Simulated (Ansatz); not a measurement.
Starting cell, InAs (zinc blende):

```xyz
4
Lattice="0.0000 6.1863 6.1863 3.0932 0.0000 3.0932 3.0932 3.0932 0.0000" Properties=species:S:1:pos:R:3 pbc="T T T"
As     4.6397     4.6397     4.6397
As     4.6397     7.7329     7.7329
In     0.0000     0.0000     0.0000
In     0.0000     3.0932     3.0932
```

In each cell atom 4 (In, nearest neighbour As at 2.679 Å; its periodic images, 4.4 Å or more away, move with it) moves by s·(0.577, 0.577, 0.577) (along Cartesian [111]), the rest being held.

Computed with PBE (plane waves to 420 eV, PAW, scalar-relativistic; Ansatz, a quantum-chemistry and plane-wave program). k mesh 4×8×8 (Γ-centred), Fermi-Dirac smearing 0.05 eV. E stands for the smeared free energy. With partly filled bands, energies and forces of such displacements shift with the k mesh and the smearing. At this level the bands of InAs touch or barely overlap; measurements give the solid a gap. InAs was relaxed with its symmetry unable to fall. The zero of ΔE is the undisplaced structure.

```csv
s (Å),ΔE (meV/cell)
-0.540,1775
-0.432,?
-0.324,?
-0.216,195
-0.108,?
0.000,0
0.108,34
0.216,123
0.324,247
0.432,392
0.540,543
```

Fill in the missing entries.


- -0.432, ΔE (meV/cell): 995
- -0.324, ΔE (meV/cell): 494
- -0.108, ΔE (meV/cell): 43

(For displaced atoms, the force is minus the slope of the energy, and its curvature is a force constant, which sets phonon frequencies.)
